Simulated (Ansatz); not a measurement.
TaRu:
```
TaRu
1.0
    3.02161     0.00000     0.00000
    0.00000     3.02161     0.00000
    0.00000     0.00000     3.39189
Ta Ru
1 1
Direct
  0.50000   0.50000   0.50000
  0.00000   0.00000   0.00000
```

This is the PBEsol-relaxed structure. x, y and z are the axes in which the lattice vectors are written.

All from PBEsol in the plane-wave PAW code Ansatz, unless another level is named. Estimate the Poisson's ratio.

0.37.

What about the highest zone-centre frequency?

155 cm⁻¹.

What about the elastic constants (relaxed ions, GPa)?

C11 = 406, C12 = 203, C13 = 219, C33 = 371, C44 = 71.0, C66 = 70.1.

Space group P4/mmm (L1₀ or tetragonal B2). The workflow started from a Materials Project entry (that database holds measured and hypothetical structures alike); the Crystallography Open Database files this formula in space group No. 123, but the cells were not matched. Its standing as an ambient phase is unchecked. The cell was relaxed with PBEsol under the symmetry of its start; its stability against distortions is not shown here. No spin polarisation was allowed. As this level gives no gap, shear constants depend on the k-mesh and smearing (Fermi–Dirac, 0.1 eV here). As this level gives no gap, phonon frequencies hold no LO–TO term and depend on the k-mesh and smearing (Fermi–Dirac, 0.1 eV here). On the denser mesh and wider smearing of the elastic run this cell carries a stress of 0.4 GPa. Scalar-relativistic: spin–orbit coupling is off unless named, which matters more the heavier the elements.

Potentials: the earlier of the program's two PAW sets. The files were generated under PBE; for other functionals the program regenerates the frozen cores, and for LDA and PBEsol the local potential too.
